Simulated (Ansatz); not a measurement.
RuPtN₂:
```
CELL_PARAMETERS angstrom
      1.40039     0.80851     6.38841
     -1.40039     0.80851     6.38841
      0.00000    -1.61703     6.38841
ATOMIC_POSITIONS crystal
  Ru 0.50000 0.50000 0.50000
  Pt 0.00000 0.00000 0.00000
  N  0.89825 0.89825 0.89825
  N  0.10175 0.10175 0.10175
```

Relaxed with PBEsol. Special points in fractions of this cell's reciprocal vectors: Γ (0.000, 0.000, 0.000); T (0.500, 0.500, 0.500); H2 (0.823, 0.177, 0.500); H0 (0.500, -0.177, 0.177); L (0.500, 0.000, 0.000); S0 (0.339, -0.339, 0.000); S2 (0.661, 0.000, 0.339); F (0.500, 0.000, 0.500).

Task: List the band energies nearest the Fermi level at these points for PBEsol (plane waves, PAW; program Ansatz).

Result: In eV from the Fermi level; about four levels below and three above (degenerate sets whole), none deeper than 8.9 eV; … stands for higher levels left out; points with the same levels are listed once.

```
k                           below                above
--  -----------------------------  -------------------
Γ         -1.68 -1.68 -0.98 -0.98          4.07 4.07 …
T   -3.04 -3.04 -2.08 -2.08 -1.04  0.52 0.52 3.34 3.34
H2        -2.87 -1.84 -0.66 -0.40       0.34 1.73 3.80
L         -2.00 -0.22 -0.15 -0.11       0.63 2.11 2.71
S0        -2.88 -1.76 -0.80 -0.25       0.33 1.70 3.87
F         -2.28 -2.04 -0.15 -0.11       1.06 1.84 2.65
```

Space group R-3m. The start of the workflow was typed in or built on a structure type; neither database checked (COD, Materials Project) lists it. Whether it is the stable phase at ambient conditions was not checked. The PBEsol relaxation kept the symmetry of its start; whether a distortion lowers the energy is not shown. The workflow began spin-polarised and lost its moments. Its formation energy is positive at this level, so the cell may be metastable or incomplete. Spin–orbit coupling is left out wherever it is not named.

Potentials: the later of the program's two PAW sets.
